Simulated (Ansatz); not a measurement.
Cu2O (cuprite type, space group Pn-3m)

```xyz
6
Lattice="4.2224 0.0000 0.0000 0.0000 4.2224 0.0000 0.0000 0.0000 4.2224" Properties=species:S:1:pos:R:3 pbc="T T T"
Cu     3.1668     3.1668     3.1668
Cu     3.1668     1.0556     1.0556
Cu     1.0556     3.1668     1.0556
Cu     1.0556     1.0556     3.1668
O      0.0000     0.0000     0.0000
O      2.1112     2.1112     2.1112
```

The slice is a {100} plane (indices of the conventional cell) through the point (0.000, 0.000, 0.000) (fractional), spanned by u = [100] and v = [010] in vectors of this cell: u (4.22 Å) and v (4.22 Å, at 90° to u). It covers one period; positions are fractions (u, v).

Computed with PBEsol (plane waves to 420 eV, PAW, scalar-relativistic; Ansatz, a program for electronic structure). k mesh 8×8×8. These are valence fields of a PAW run, semicore shells included where kept as valence: close to a nucleus they are smooth pseudo fields. Cu2O is run without spin polarisation. Cu2O was relaxed with its symmetry unable to fall.

Three fields on this plane, each scaled to ten steps between its own extremes (0 low, 9 high; the total valence density on a logarithmic scale, the potential cut 8 eV below its top; x marks points blanked near nuclei; v = 0 in the bottom row):

Map A
```
|xxxxxx975421100000001124579xxxxx|
|xxxxxx975422110000011224579xxxxx|
|xxxxxx865432111000111234568xxxxx|
|xxxxx97654322111011122345679xxxx|
|xxxx9865543322111112233455689xxx|
|x9987665544332211122334455667899|
|77766555554432211122344555556677|
|55555555554432221222344555555555|
|44444445544432211122344455444444|
|22233344444332211122334444433322|
|11222334443322111112233444332221|
|11112233333221110111223333322111|
|00111222222211100011122222221110|
|00011122222111000001112222211100|
|00001111211110000000111121111000|
|00000111111100000000011111110000|
|00001111211110000000111121111000|
|00011122222111000001112222211100|
|00111222222211100011122222221110|
|11112233333221110111223333322111|
|11222334443322111112233444332221|
|22233344444332211122334444433322|
|44444445544432211122344455444444|
|55555555554432221222344555555555|
|77766555554432211122344555556677|
|x9987665544332211122334455667899|
|xxxx9865543322111112233455689xxx|
|xxxxx97654322111011122345679xxxx|
|xxxxxx865432111000111234568xxxxx|
|xxxxxx975422110000011224579xxxxx|
|xxxxxx975421100000001124579xxxxx|
|xxxxxxx7542110000000112457xxxxxx|
```

Map B
```
|xxxxxx600145789999987541006xxxxx|
|xxxxxx300246789999987642003xxxxx|
|xxxxxx101356789999987653101xxxxx|
|xxxxx20134678899999887643102xxxx|
|xxxx2013466788999998876643102xxx|
|x6310135667788999998877665310136|
|00001356777788999998877776531000|
|00013467777788999998877777643100|
|11234667777789999999877777664321|
|34456677777889999999887777766544|
|55667777778889999999888777777665|
|77778888888899999999988888888777|
|88888888899999999999999988888888|
|89999999999999999999999999999999|
|99999999999999999999999999999999|
|99999999999999999999999999999999|
|99999999999999999999999999999999|
|89999999999999999999999999999999|
|88888888899999999999999988888888|
|77778888888899999999988888888777|
|55667777778889999999888777777665|
|34456677777889999999887777766544|
|11234667777789999999877777664321|
|00013467777788999998877777643100|
|00001356777788999998877776531000|
|x6310135667788999998877665310136|
|xxxx2013466788999998876643102xxx|
|xxxxx20134678899999887643102xxxx|
|xxxxxx101356789999987653101xxxxx|
|xxxxxx300246789999987642003xxxxx|
|xxxxxx600145789999987541006xxxxx|
|xxxxxxx0013578899988753100xxxxxx|
```

Map C
```
|xxxxxx963100000000000001369xxxxx|
|xxxxxx952000000000000000259xxxxx|
|xxxxxx731000000000000000137xxxxx|
|xxxxx84200000000000000000248xxxx|
|xxxx8520000000000000000000258xxx|
|x9974200000000000000000000024799|
|76532000000000000000000000002356|
|33210000000000000000000000000123|
|11000000000000000000000000000001|
|00000000000110000000110000000000|
|00000000001110000000111000000000|
|00000000001110000000111000000000|
|00000000000000000000000000000000|
|00000000000000000000000000000000|
|00000000000000000000000000000000|
|00000000000000000000000000000000|
|00000000000000000000000000000000|
|00000000000000000000000000000000|
|00000000000000000000000000000000|
|00000000001110000000111000000000|
|00000000001110000000111000000000|
|00000000000110000000110000000000|
|11000000000000000000000000000001|
|33210000000000000000000000000123|
|76532000000000000000000000002356|
|x9974200000000000000000000024799|
|xxxx8520000000000000000000258xxx|
|xxxxx84200000000000000000248xxxx|
|xxxxxx731000000000000000137xxxxx|
|xxxxxx952000000000000000259xxxxx|
|xxxxxx963100000000000001369xxxxx|
|xxxxxxx7310000000000000137xxxxxx|
```

Assign the maps to these fields: density of the lowest conduction band (whole band as if filled, smooth part); electron localisation function (ELF); valence electron density.

A is the valence electron density; B is the density of the lowest conduction band (whole band as if filled, smooth part); C is the electron localisation function (ELF).
